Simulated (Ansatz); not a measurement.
TiGe:
```xyz
4
Lattice="3.5966 0.0000 0.0000 -1.7983 3.1147 0.0000 0.0000 0.0000 6.4548" Properties=species:S:1:pos:R:3 pbc="T T T"
Ti     0.0000     0.0000     0.0000
Ti     0.0000     0.0000     3.2274
Ge     0.0000     2.0765     1.6137
Ge     1.7983     1.0382     4.8411
```

Relaxed with PBE. Special points in fractions of this cell's reciprocal vectors: Γ (0.000, 0.000, 0.000); M (0.500, 0.000, 0.000); K (0.333, 0.333, 0.000); A (0.000, 0.000, 0.500); L (0.500, 0.000, 0.500); H (0.333, 0.333, 0.500).

Question: List the band energies nearest the Fermi level at these points for PBE in the plane-wave PAW code Ansatz.

Answer: In eV from the Fermi level; about four levels below and three above (degenerate sets whole), none deeper than 8.9 eV; points with the same levels are listed once.

```
k                          below                above
-  -----------------------------  -------------------
Γ        -4.92 -1.22 -1.22 -0.84  0.40 0.40 0.51 0.51
M        -2.45 -1.56 -1.41 -0.87       0.57 0.93 1.33
K  -3.13 -3.13 -1.89 -1.89 -0.98       1.04 1.04 1.31
A        -0.55 -0.55 -0.55 -0.55  0.93 0.93 0.93 0.93
L        -1.52 -1.52 -0.73 -0.73  0.07 0.07 1.70 1.70
H        -2.52 -2.52 -1.59 -1.59  0.53 0.53 1.69 1.69
```

Space group P6_3/mmc (NiAs type). A made-up cell: these elements were put on the sites of a structure type; neither database checked (COD, Materials Project) lists it. Its standing as an ambient phase is unchecked. Symmetry was held in the PBE relaxation; its stability against distortions is not shown here. No spin polarisation was allowed. Spin–orbit coupling is left out wherever it is not named.

Potentials: the later of the program's two PAW sets.
